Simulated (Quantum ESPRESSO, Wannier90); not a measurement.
Sn (diamond), plane waves to Wannier functions

```xyz
2
Lattice="0.0000 3.2850 3.2850 3.2850 0.0000 3.2850 3.2850 3.2850 0.0000" Properties=species:S:1:pos:R:3 pbc="T T T"
Sn     3.2850     3.2850     3.2850
Sn    -1.6425    -1.6425    -1.6425
```

Materials Project entry mp-117; symmetrised, unrelaxed at this level. COD (Crystallography Open Database) has the formula in 5 space groups, this one among them (matched by group alone). Level: PBEsol, spinors with spin-orbit coupling; pw.x of Quantum ESPRESSO at 58 Ry with PseudoDojo potentials, 6×6×6 k-points, Wannier90. Density: 12×12×12 mesh, cold smearing 0.01 Ry.

A tight-binding model is made by disentanglement and projection with no localisation steps (num_iter = 0), so the 16 orbitals stay atom-like: hydrogen-like Sn: s;p, axes along x, y, z; frozen window up to 3.00 eV relative to the Fermi level. It follows pw.x to 17 meV rms for states up to 1.0 eV relative to the Fermi level. Matrix elements depend on this choice of orbitals and windows.

Question: What are the on-site energies relative to the Fermi level, and how fast do the hoppings decay?

Answer: 
```csv
atom,orbitals,energy (eV)
Sn1,s↑ s↓,-5.32
Sn1,pz↑ pz↓ px↑ px↓ py↑ py↓,1.19
Sn2,s↑ s↓,-5.32
Sn2,pz↑ pz↓ px↑ px↓ py↑ py↓,1.19
```

```json
[
 {"distance of the centres (Å)": "2–3", "largest modulus (eV)": "1.1"},
 {"distance of the centres (Å)": "4–5", "largest modulus (eV)": "0.31"},
 {"distance of the centres (Å)": "5–6", "largest modulus (eV)": "0.040"},
 {"distance of the centres (Å)": "6–7", "largest modulus (eV)": "0.031"},
 {"distance of the centres (Å)": "7–8", "largest modulus (eV)": "0.091"},
 {"distance of the centres (Å)": "8–9", "largest modulus (eV)": "0.020"},
 {"distance of the centres (Å)": "9–10", "largest modulus (eV)": "0.020"},
 {"distance of the centres (Å)": "10–11", "largest modulus (eV)": "0.017"}
]
```

Effective spin-orbit constants λ of λ L·S, from the same-site elements px↑–py↑ (λ/2) and dx2-y2↑–dxy↑ (λ), where they are among the larger elements: Sn1 p 0.33 eV, Sn2 p 0.33 eV.
